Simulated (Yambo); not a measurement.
A G0W0@PBEsol run in Yambo for NaLiCdS2 (space group P3m1, No. 156) (3×3×2 Γ-centred k mesh, bands 7 to 197 and a 8 Ry block in the screening, 197 bands in G with the Bruneval-Gonze terminator, plasmon pole fitted at 27.2 eV) gives these matrix elements, in eV, at the band edges (Γ → Γ):

| state | E0 | <Vxc> | <Σx> | <Σc(E0)> | Z |
|---|---|---|---|---|---|
| valence edge | 0.000 | -13.426 | -16.726 | 1.946 | 0.778 |
| conduction edge | 1.468 | -10.447 | -6.402 | -3.506 | 0.810 |

Task: Solve the linearised quasiparticle equation for both states, give the gap, and say how exchange and correlation each act on it.

Result: E = E0 + Z(Σx + Σc − Vxc). Valence: 0.000 + 0.778 × (-16.726 + (1.946) − (-13.426)) = -1.05 eV. Conduction: 1.468 + 0.810 × (-6.402 + (-3.506) − (-10.447)) = 1.91 eV. The gap is 2.96 eV, against 1.47 eV in PBEsol. Replacing Vxc by bare exchange alone would open it by 7.35 eV; correlation takes back 5.45 eV of that, and Z scales what is left. Nearest settings tried, and what they do to the gap: 126 bands in W, 126 bands in G: +12 meV; 7 Ry block (251 vectors against 289): -8 meV; 3×3×1 mesh: -170 meV. So the settings aren't converged at that level. The k mesh is coarse. Spin-orbit splittings are left out.

Geometry of the Materials Project entry, not relaxed at this level; primitive cell a = 4.1573 Å, b = 4.1573 Å, c = 7.0419 Å, α = 90.00°, β = 90.00°, γ = 120.00°.

The structure is a Materials Project entry; no match was found in the copy of COD used, and its stability was not checked.
